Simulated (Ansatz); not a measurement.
A geometry of HfO$_{2}$ away from equilibrium: the start of the relaxation of a generated trial cell of HfO2 in the CdI2 structure type. These are r2SCAN (plane waves to 500 eV, PAW, scalar-relativistic; Ansatz, an electronic-structure program) values and carry that method's errors. Γ-centred k-mesh 9×9×5 on the run's cell (coarser than for final values), Fermi–Dirac smearing 0.05 eV.

```xyz
3
Lattice="2.9875 0.0000 0.0000 -1.4937 2.5872 0.0000 0.0000 0.0000 4.8194" Properties=species:S:1:pos:R:3:forces:R:3 pbc="T T T" free_energy=-16875.039 pressure_GPa=9.6
Hf     0.0000     0.0000     0.0000    0.0000    0.0000    0.0000
O      0.0000     1.7248     1.2145    0.0000    0.0000   -3.0256
O      1.4937     0.8624     3.6049    0.0000    0.0000    3.0256
```

Positions in Å, forces in eV/Å, free energy of the cell in eV (comparable only within this code, potentials and settings). Largest force: 3.03 eV/Å, on O2, O3 (atoms numbered as listed); the geometry lies 0.41 eV/atom above the end of its relaxation.

No spin polarisation in the result. Without a van der Waals term the distances between weakly bound units are poorly fixed.

The run could not lower the symmetry of its start; a shaken copy of this end point relaxes with r2SCAN to Fm-3m (No. 225), 0.212 eV/atom lower.

The end of the path is a generated cell of HfO2: the first start was made by placing the elements on the sites of a structure type, and the end was not matched to a known phase here, so it may be hypothetical. Known forms of HfO2 include space group No. 14, 29, 137, 225.
